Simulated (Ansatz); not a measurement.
**Is this KI2 structure stable?**

The structure comes from a generated guess, relaxed at this level; another structure or a mixture of phases may lie lower.

All numbers below come from Ansatz 0.2.0, DFT PBE, scalar-relativistic, plane waves, PAW. Cutoff 420 eV, Γ-centred 10×10×8 mesh (3-atom cell), Gaussian smearing of 0.10 eV, no spin polarisation.

```yaml
crystal:
  lattice:
    - [4.71233, 0.00000, 0.00000]
    - [0.00000, 4.71233, 0.00000]
    - [0.00000, 0.00000, 6.53748]
  atoms:
    - { symbol: K, position: [0.00000, 0.00000, 0.00000] }
    - { symbol: I, position: [0.50000, 0.50000, 0.25188] }
    - { symbol: I, position: [0.50000, 0.50000, 0.74812] }
```

Energies over the elements count from the elements' standard structures at the same level, with no fitted energy shifts.

Question: These tests were run: energy against the elements; phonons on a 2×2×1 q mesh. What do they show?

Answer:

```tsv
test	result
energy against the elements	−0.96 eV/atom
phonons on a 2×2×1 q mesh	no imaginary mode on the mesh
```

It fails none of these tests. Other phases of the system weren't compared here, so this isn't yet thermodynamic stability.

Spin–orbit coupling, which can matter for I, is left out. An odd number of electrons in the primitive cell allows no gap without spin; a larger cell or a magnetic state could open one. The cell is a metal run without spin; a magnetic state may lie lower. The reference form of I is held partly by dispersion forces, which this level lacks. The run for the phonons used a 10×10×8 k mesh and Fermi–Dirac smearing of 0.15 eV.
